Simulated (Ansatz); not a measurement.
Re, DFT, LDA, PAW with Ansatz's default frozen-core files, scalar-relativistic (Ansatz 0.2.0), run on 1 thread of Arm Neoverse V1 on a shared host.

The cell is a database entry far from equilibrium at this level of theory, probably a faulty or high-pressure entry; it serves as a test geometry alone. The listed cell was then made from it by scaling, straining or moving an atom.

Command: `ansatz run input.yaml --threads 1 --pin off --max-ram 3072MiB --backend cpu --events-out ev --progress --plain --runs-dir out`

```yaml
crystal:
  lattice:
    - [2.5768720617, 0.0, 0.0]
    - [-1.2884360308, 2.2316366677, 0.0]
    - [0.0, 0.0, 4.162]
  atoms:
    - { symbol: Re, position: [0.3333333333, 0.6666666667, 0.25] }
    - { symbol: Re, position: [0.6666666667, 0.3333333333, 0.75] }
kpoints:
  mp_grid: { grid: [14, 14, 8] }
scf:
  occupations: { method: fermi_dirac, width: 0.05 }
hamiltonian:
  xc: lda
  pseudopotentials: { kind: paw }
output:
  forces: true
  stress: true
  eigenvalues: true
  efg: { contact_densities: true }
```

Question: How large is the problem that the program sets up?

Answer: 120 irreducible k-points, 463 plane waves at Γ, 19 bands.

Question: About how long does it take, and how much memory does it use?

Answer: 4.1 s of wall time for 6 SCF iterations, with a peak of 0.36 GiB. Times on shared machines scatter by tens of per cent.

Question: And the same cell and mesh by all-electron PAW (datasets made for this crystal), asked for forces, stress, eigenvalues, efg, on the same hardware?

Answer: 39 s, peak memory 0.88 GiB.
